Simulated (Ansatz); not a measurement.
**Notes on InBi**

```
Bi In
1.0
     1.87775    3.25236    0.00000
    -1.87775    3.25236    0.00000
     0.00000   -2.16824    4.57466
Bi In
1 1
Direct
  0.00000 0.00000 0.00000
  0.50000 0.50000 0.50000
```

Single point in Ansatz 0.2.0 with r2SCAN, no spin polarisation. Cutoff 500 eV, PAW datasets, 8×8×8 Γ-centred k mesh, tetrahedron filling.

Task: What does the stress say?

Result: The pressure is 4.8 GPa (compression positive), so with the atoms held at these fractions the cell would first expand.

Task: Which element gives electrons and which takes them?

Result: Bader charges in e: In +0.19, Bi -0.19. In the mean In gives up most and Bi takes most.

Task: What happens at the Fermi level?

Result: It is a metal, with about 1.3 states/eV a cell as the mean within 0.25 eV of the Fermi level, mostly Bi p (54 %), In p (26 %) and In s (14 %).

Task: What do density and ELF say about some of the short contacts?

Result: Bi–In at 3.15 Å: least valence density 0.20 e/Å³ and ELF 0.35 there. These are pseudo-fields; inside the PAW spheres they differ from the all-electron ones.

Origin: a known structure type with other elements, at an estimated volume, so it need not be a known compound. Caveats: empty levels are not fully converged; forces and stress under tetrahedra may miss the slope of the energy.
